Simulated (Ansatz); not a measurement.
From the elastic tensor of Be2Ge to moduli and sound speeds

These are results of DFT PBE, scalar-relativistic, plane waves, PAW (Ansatz), not measurements. Cutoff 420 eV, 14×14×14 k-points (Γ-centred), Fermi-Dirac smearing of 0.15 eV. No spin polarisation.

Symmetry: Fm-3m, No. 225, cubic system. The conventional cell has a = 5.373 Å, b = 5.373 Å, c = 5.373 Å, α = 90.00°, β = 90.00°, γ = 90.00°. Around Be (site symmetry -43m) lie 4 Ge at 2.33 Å. Ge (site symmetry m-3m) is surrounded by 8 Be at 2.33 Å.

The cell was built by swapping an element in a database structure (itself possibly hypothetical) and relaxing; it need not be the stable form of this composition. In a metal, frequencies and elastic constants depend on the k mesh and the smearing, soft modes and shear constants most.

Relaxed-ion constants (GPa, on the Cartesian axes of the calculation):
```
135.4  71.8  71.8   0.0   0.0   0.0
 71.8 135.4  71.8   0.0   0.0   0.0
 71.8  71.8 135.4   0.0   0.0   0.0
  0.0   0.0   0.0  73.3   0.0   0.0
  0.0   0.0   0.0   0.0  73.3   0.0
  0.0   0.0   0.0   0.0   0.0  73.3
```

Density 3.883 g/cm³; 3 atoms in 38.77 Å³.

The values that follow are for a polycrystal of randomly turned grains, by Hill's mean where one number stands.

```
Bulk modulus, Voigt / Reuss / Hill          : 93.0 / 93.0 / 93.0 GPa
Shear modulus, Voigt / Reuss / Hill         : 56.7 / 48.2 / 52.4 GPa
Young's modulus                             : 132 GPa
Poisson ratio                               : 0.263
Pugh ratio B/G                              : 1.77 (over 1.75, the rule of thumb for ductile)
Universal anisotropy index                  : 0.88
Longitudinal and transverse sound speeds    : 6476 and 3675 m/s
Debye temperature from the mean sound speed : 518 K
```